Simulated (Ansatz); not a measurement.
One crystal and one scan (energy over volume and axial ratio) at two levels, PBE (plane waves to 420 eV, PAW, scalar-relativistic; Ansatz, a quantum-chemistry and plane-wave program) and PBEsol (plane waves to 420 eV, PAW, scalar-relativistic; Ansatz), each from its own relaxed cell and on its own mesh. The cell shown is that of PBE.

Hf (hcp, Mg type)

```xyz
2
Lattice="3.2041 0.0000 0.0000 -1.6021 2.7749 0.0000 0.0000 0.0000 5.0689" Properties=species:S:1:pos:R:3 pbc="T T T"
Hf     0.0000     1.8499     3.8017
Hf     1.6021     0.9250     1.2672
```

Grid over V/V₀ and (c/a)/(c/a)₀, subscript 0 meaning the relaxed cell; the conventional c axis lies along z; no internal relaxation.

E stands for the smeared free energy. Hf is run without spin polarisation. Hf was relaxed with its symmetry unable to fall. Spin-orbit coupling is left out, though Hf is heavy. The PAW data are Ansatz's earlier set. With partly filled bands, the response to shear is sensitive to the k mesh, so small differences along c/a are uncertain. Percentages come from the unrounded values. Both scans cover V/V₀ from 0.960 to 1.040 and (c/a)/(c/a)₀ from 0.880 to 1.120.

Results of PBE:

| Item | Result |
|---|---|
| Lattice constant a (Å) | 3.204 |
| Lattice constant c (Å) | 5.069 |
| Relaxed volume (Å³/atom) | 22.53 |
| Modulus against c/a change at fixed volume, (3/4V)·∂²E/∂(ln c/a)² (fit, atoms clamped) (GPa) | 62 |

Problem. What does PBEsol give for the same quantities?

Solution. 
```json
[
 {"quantity": "Lattice constant a (Å)", "PBEsol": "3.159", "PBE − PBEsol": "+0.045 (+1.4 %)"},
 {"quantity": "Lattice constant c (Å)", "PBEsol": "5.000", "PBE − PBEsol": "+0.069 (+1.4 %)"},
 {"quantity": "Relaxed volume (Å³/atom)", "PBEsol": "21.60", "PBE − PBEsol": "+0.93 (+4.3 %)"},
 {"quantity": "Modulus against c/a change at fixed volume, (3/4V)·∂²E/∂(ln c/a)² (fit, atoms clamped) (GPa)", "PBEsol": "65", "PBE − PBEsol": "-3 (-4 %)"}
]
```

PBE gives the higher value for: lattice constant a; lattice constant c; relaxed volume. PBE gives the lower value for: modulus against c/a change at fixed volume.

(Under strain, the slope of the energy per volume gives the stress and its curvature an elastic modulus.)
